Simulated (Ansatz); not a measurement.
# Is this structure of RhPb stable?

Atoms and cell were relaxed at zero pressure (4.8 % in volume from the start). The relaxed cell:

```
CELL_PARAMETERS angstrom
3.76604 0.00000 0.00000
0.00000 3.76604 0.00000
0.00000 0.00000 6.89030
ATOMIC_POSITIONS crystal
Pb 0.00000 0.50000 0.29455
Pb 0.50000 0.00000 0.70545
Rh 0.00000 0.00000 0.00000
Rh 0.50000 0.50000 0.00000
```

Space group P4/nmm (No. 129); conventional cell a = 3.766 Å, b = 3.766 Å, c = 6.890 Å, α = 90.00°, β = 90.00°, γ = 90.00°.

Method: r2SCAN in Ansatz 0.2.0, PAW datasets, plane waves to 500 eV, 6×6×6 Γ-centred mesh, gaussian occupations of width 0.032 eV. Spin: none; no U, no spin-orbit coupling.

Question: What is its formation energy?

Answer: 0.133 eV an atom at 0 K against the elements' lowest computed crystals and the free molecules of gases, with no empirical correction.

Question: Does it lie on the convex hull?

Answer: Among the phases that we computed and relaxed alike, the lowest mixture with other formulas is 25 % Rh + 75 % RhPb₂ (shares of atoms). The cell lies 214 meV an atom above it, so it would gain by splitting into them. A better structure of the same formula lies lower still, 280 meV an atom under this cell.

The start was: a known structure type with other elements put in, at an estimated volume. An invented cell need not be a known compound.

Caveats: differences under 20 meV an atom lie within the error of meshes and cutoff; no moments were allowed, so a magnetic state may lie lower; the relaxation keeps the start's symmetry, so a distorted cell may lie lower; no dispersion correction, which matters between weakly bound layers; no spin-orbit coupling, which can move compounds of heavy elements by tens of meV.
